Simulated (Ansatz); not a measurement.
Structure: a 14-atom cell of Si3Ge3N8 built on β-Si3N4 (relaxed group P-6), at its r2SCAN minimum. The symmetry is P-6 (No. 174, hexagonal); conventional cell a = 7.821 Å, c = 2.990 Å, 11.31 Å³ an atom. Si is surrounded by 4 N at 1.73–1.75 Å; Ge is surrounded by 4 N at 1.82–1.85 Å; N is surrounded by 3 Si at 1.73 Å; N is surrounded by 3 Ge at 1.83 Å; N is surrounded by 1 Si at 1.73 Å and 2 Ge at 1.82 Å; N is surrounded by 2 Si at 1.75 Å and 1 Ge at 1.85 Å.

The questions ask for values computed with the plane-wave code Ansatz on this geometry. (Calculated; non-magnetic; the phase may be known or hypothetical.)

Given (6×6×8 mesh): The PBE gap is indirect, 3.27 eV (K to Γ), below the direct gap of 3.28 eV at Γ. Least and direct gap differ so little that the kind isn't settled.

Q: What does PBE+SOC give for the gap (6×6×8 mesh)?

A: With PBE+SOC the valence top lies at K and the conduction bottom at Γ, 3.27 eV higher; the smallest vertical gap, at Γ, is 3.28 eV. Least and direct gap differ so little that the kind isn't settled. The gap differs by 0.00 eV from PBE's.

Q: What does r2SCAN give for the gap (6×6×8 mesh)?

A: The r2SCAN gap is indirect, 3.79 eV (K to Γ), below the direct gap of 3.80 eV at Γ. Least and direct gap differ so little that the kind isn't settled. The gap differs by +0.52 eV from PBE's.

Q: Estimate the gap with HSE06 on 3×3×6.

A: The HSE06 gap is direct at Γ: 4.82 eV. The gap differs by +1.55 eV from PBE's.

Q: Estimate the gap with PBE0 on 3×3×6.

A: PBE0 gives a direct gap of 5.57 eV at Γ. The gap differs by +2.30 eV from PBE's.

Q: What are ε∞ and the Born charges with r2SCAN?

A: The clamped-ion dielectric constant comes out as 4.34 along x and y, 4.43 along z. Born charges, averaged over directions: Si +3.44, Ge +3.33, N -2.65 to -2.44 e. The program notes that the ground state's band table doesn't vouch for all the bands that the response reads.

Only the levels marked +SOC include spin-orbit coupling.

The meshes of the hybrids are coarse, so their gaps aren't converged to the digits shown.
